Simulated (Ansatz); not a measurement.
K₂Sn₂O₃:
Space group R-3m, hexagonal axes (No. 166); a = b = 6.0117 Å, c = 14.2613 Å, α = β = 90.00°, γ = 120.00°

| atom | site | symmetry | x | y | z |
|---|---|---|---|---|---|
| K | 3b | -3m | 0.0000 | 0.0000 | 0.5000 |
| K | 3a | -3m | 0.0000 | 0.0000 | 0.0000 |
| Sn | 6c | 3m | 0.0000 | 0.0000 | 0.2416 |
| O | 9d | .2/m | 0.5000 | 0.5000 | 0.5000 |
(The calculation used a cell of 7 atoms; values per cell refer to that cell.)

Relaxed with r²SCAN.

Question: Tabulate the valence density and the electron localisation function along the shortest K–Sn contact (3.45 Å), r²SCAN in the plane-wave PAW code Ansatz.

Answer: 

```csv
distance from K (Å),density (e/Å³),ELF
0.34,4.04,0.78
0.52,3.10,0.86
0.69,1.82,0.88
0.86,0.86,0.83
1.03,0.36,0.63
1.21,0.15,0.22
1.38,0.07,0.03
1.55,0.05,0.02
1.72,0.06,0.03
1.90,0.07,0.05
2.07,0.10,0.08
2.24,0.17,0.11
2.41,0.31,0.16
2.58,0.81,0.20
2.76,2.40,0.15
2.93,5.26,0.05
3.10,8.73,0.01
```

The density is the valence pseudo-density with augmentation charge, so density and ELF within about 1 Å of a nucleus are not all-electron values.

The workflow started from a Materials Project entry (that database holds measured and hypothetical structures alike); the Crystallography Open Database files this formula in space group No. 166, but the cells were not matched. Its standing as an ambient phase is unchecked. The cell was relaxed with r²SCAN under the symmetry of its start; its stability against distortions is not shown here. Scalar-relativistic: spin–orbit coupling is off unless named, which matters more the heavier the elements.

Potentials: the earlier of the program's two PAW sets. The files were generated under PBE; for other functionals the program regenerates the frozen cores, and for LDA and PBEsol the local potential too.
